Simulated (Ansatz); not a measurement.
Rb$_{2}$SnHgTe$_{4}$:
```
CELL_PARAMETERS angstrom
     -4.46617     4.46617     3.75007
      4.46617    -4.46617     3.75007
      4.46617     4.46617    -3.75007
ATOMIC_POSITIONS crystal
  Rb 0.50000 0.00000 0.50000
  Rb 0.00000 0.50000 0.50000
  Sn 0.50000 0.50000 0.00000
  Hg 0.00000 0.00000 0.00000
  Te 0.90685 0.90685 0.33867
  Te 0.09315 0.43182 0.00000
  Te 0.56818 0.56818 0.66133
  Te 0.43182 0.09315 0.00000
```

Relaxed with r²SCAN. Special points in fractions of this cell's reciprocal vectors: Γ (0.000, 0.000, 0.000); X (0.000, 0.000, 0.500); M (-0.500, 0.500, 0.500); Z (0.426, 0.426, -0.426); Z0 (-0.426, 0.574, 0.426); P (0.250, 0.250, 0.250); N (0.000, 0.500, 0.000).

Problem. List the band energies nearest the valence-band maximum at these points for r²SCAN with spin–orbit coupling in the plane-wave PAW code Ansatz.

Solution. In eV from the valence-band maximum; about four levels below and three above (degenerate sets whole), none deeper than 8.9 eV; points with the same levels are listed once.

```
k                    below                above
-  -----------------------  -------------------
Γ    -0.16 -0.16 0.00 0.00  1.72 1.72 2.46 2.46
X  -0.64 -0.64 -0.23 -0.23  1.60 1.60 2.38 2.38
M  -0.54 -0.54 -0.45 -0.45  0.69 0.69 2.90 2.90
Z  -0.49 -0.49 -0.41 -0.41  0.87 0.87 2.32 2.32
P  -0.72 -0.72 -0.49 -0.49  1.58 1.58 1.97 1.97
N  -0.71 -0.71 -0.48 -0.48  1.55 1.55 1.77 1.77
```

Space group I-42m. The first step of the workflow began from a Materials Project structure, measured or hypothetical; the Crystallography Open Database files this formula in space group No. 121, but the cells were not matched. Whether it is the stable phase at ambient conditions was not checked. The cell was relaxed with r²SCAN under the symmetry of its start; whether a distortion lowers the energy is not shown.

Potentials: the later of the program's two PAW sets.
